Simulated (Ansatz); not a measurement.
Bi2Se3 in space group Pnma (No. 62; Pearson symbol oP20) at seven volumes, plane-wave PAW r²SCAN+D4 (Ansatz code), shape and atoms relaxed at each. One row is withheld.

```tsv
V (Å³/atom)	P (GPa)
26.155	3.65
27.018	?
27.880	0.89
28.742	0.00
29.604	-0.66
30.467	-1.13
31.329	-1.44
```

Task: Fit the shown pressures and predict the withheld one.

Result: P = (3/2)B₀(x^(7/2) − x^(5/2))[1 + (3/4)(B′ − 4)(x − 1)] with x = (V₀/V)^(2/3). Least squares on the six rows gives V₀ = 28.739 Å³/atom, B₀ = 25.5 GPa, B′ = 9.29. At V = 27.018, x = 1.0420 and P = 2.08 GPa. The run itself gave 2.08 GPa.

The cell is a constructed one: a structure type filled with these elements; the Crystallography Open Database files this formula in space group No. 62, but the cells were not matched. It is not the phase usual at ambient conditions (space group No. 166). The cell was relaxed with r²SCAN+D4 under the symmetry of its start; whether a distortion lowers the energy is not shown. Scalar-relativistic: spin–orbit coupling is off unless named, which matters more the heavier the elements.

Potentials: the later of the program's two PAW sets.
